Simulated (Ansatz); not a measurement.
Input:

TiO₂ (rutile)

```yaml
crystal:
  lattice:
    - [4.59126, 0.00000, 0.00000]
    - [0.00000, 4.59126, 0.00000]
    - [0.00000, 0.00000, 2.93900]
  atoms:
    - { symbol: Ti, position: [0.00000, 0.00000, 0.00000] }
    - { symbol: Ti, position: [0.50000, 0.50000, 0.50000] }
    - { symbol: O, position: [0.30444, 0.30444, 0.00000] }
    - { symbol: O, position: [0.80444, 0.19556, 0.50000] }
    - { symbol: O, position: [0.19556, 0.80444, 0.50000] }
    - { symbol: O, position: [0.69556, 0.69556, 0.00000] }
```

In each cell atom 1 (Ti, nearest neighbour O at 1.942 Å; its periodic images, 2.9 Å or more away, move with it) moves by s·(1.000, 0.000, 0.000) (along Cartesian x), the rest being held.

The numbers are results of PBEsol (plane waves to 420 eV, PAW, scalar-relativistic; Ansatz, an electronic-structure program), not measurements. k mesh 6×6×9 (Γ-centred), Fermi-Dirac smearing 0.05 eV. The energy includes the smearing's −TS. Left out: 4 of 11 points, with atoms too close for the PAW data. TiO2 is run without spin polarisation. TiO2 was relaxed with its symmetry unable to fall. The zero of ΔE is the undisplaced structure.

The scan covers s from -0.348 to 0.348 Å in 7 points.

Problem. Is the energy the same for equal positive and negative displacements?

Solution. Even: the same for both signs. With its periodic images moving along, the atom's site symmetry in this cell is mmm.

Problem. What is the force constant k = d²E/ds² of this move at s = 0?

Solution. 15.9 eV/Å².

(For displaced atoms, the force is minus the slope of the energy, and its curvature is a force constant, which sets phonon frequencies.)
